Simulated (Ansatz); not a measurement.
# Levels of theory for SiC3 (ordering on diamond)

All numbers come from the PAW code Ansatz. Values at 0 K without nuclear motion; spin polarisation is off, and the phase may be a hypothetical one.

The cell is SiC3, ordered on the diamond lattice (R3m) with 4 atoms a cell; cell and atoms were relaxed with r2SCAN. Space group R3m (No. 160), trigonal; a = 2.831 Å, c = 14.010 Å in the conventional setting, 8.10 Å³ an atom. C is surrounded by 3 C at 1.72 Å and 1 Si at 1.89 Å; C is surrounded by 1 C at 1.54 Å and 3 Si at 1.79 Å; C is surrounded by 4 C at 1.54–1.72 Å; Si is surrounded by 4 C at 1.79–1.89 Å.

```cif
data_structure
_symmetry_space_group_name_H-M 'R3m:H'
_symmetry_Int_Tables_number 160
_cell_length_a 2.8309
_cell_length_b 2.8309
_cell_length_c 14.0102
_cell_angle_alpha 90.000
_cell_angle_beta 90.000
_cell_angle_gamma 120.000
_cell_volume 97.23
loop_
_atom_site_label
_atom_site_type_symbol
_atom_site_symmetry_multiplicity
_atom_site_Wyckoff_symbol
_atom_site_fract_x
_atom_site_fract_y
_atom_site_fract_z
_atom_site_occupancy
C1 C 3 a 0.66667 0.33333 0.32510 1
C2 C 3 a 0.33333 0.66667 0.17771 1
C3 C 3 a 0.33333 0.66667 0.28749 1
Si1 Si 3 a 0.00000 0.00000 0.12637 1
```

Relaxed lattice by functional, symmetry kept:
```tsv
functional	k mesh	a (Å)	c (Å)	volume (Å³/atom)
PBE	10×10×10	2.838	14.083	8.19
r2SCAN	10×10×10	2.831	14.010	8.10
```

On this one geometry the levels give:

| level | k mesh | gap (eV) | kind | edges | least direct gap (eV) | rough cost |
| --- | --- | --- | --- | --- | --- | --- |
| r2SCAN | 10×10×10 | 1.84 | indirect | Γ → (0.120, -0.443, -0.443) | 3.55 | 15 core-seconds |
| HSE06 | 8×8×8 | 2.49 | indirect | Γ → (0.120, -0.443, -0.443) | 4.28 | 5 core-minutes |
| PBE0 | 8×8×8 | 3.22 | indirect | Γ → (0.120, -0.443, -0.443) | 5.02 | 5 core-minutes |

Wave cutoffs: 420 eV, 500 eV (r2SCAN).
Points off the special ones are mesh points or PBE's searched band edges, reused at the other levels. PBE's own run along the path (1.59 eV) came before the search for the edges and missed one, so it isn't listed.
Costs come from shared machines and give only the order. The runs had 2 threads of Arm Neoverse V1 (shared host).

With HSE06 the valence top lies at Γ and the conduction bottom at k = (0.120, -0.443, -0.443), 2.49 eV higher; the smallest vertical gap, at k = (0.120, -0.443, -0.443), is 4.28 eV.

Among these functionals the gap stays indirect.

r2SCAN (ground state on 8×8×8): ε∞: 6.78 along x and y, 6.63 along z. Born charges, averaged over directions: C -2.40 to +0.67, Si +2.62 e.

Coordinates of k points refer to the reciprocal vectors of the primitive cell of the runs.
